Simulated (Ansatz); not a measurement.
Input:

CoGe:
```
CoGe
1.0
    0.00000     2.40769     2.40769
    2.40769     0.00000     2.40769
    2.40769     2.40769     0.00000
Ge Co
1 1
Direct
  0.00000   0.00000   0.00000
  0.50000   0.50000   0.50000
```

This is the PBE-relaxed structure.

### Question
All from PBE (plane waves, PAW; program Ansatz), unless another level is named. Estimate the highest zone-centre frequency.

### Answer
185 cm⁻¹.

### Question
What about the bulk modulus (Birch–Murnaghan fit)?

### Answer
1400 kbar.

Space group Fm-3m (rock salt). The cell is a constructed one: a structure type filled with these elements; neither database checked (COD, Materials Project) lists it. Whether it is the stable phase at ambient conditions was not checked. Symmetry was held in the PBE relaxation. At this level the phase is mechanically unstable. The workflow began spin-polarised and lost its moments. As this level gives no gap, phonon frequencies hold no LO–TO term and depend on the k-mesh and smearing (Fermi–Dirac, 0.1 eV here).

Potentials: the later of the program's two PAW sets.
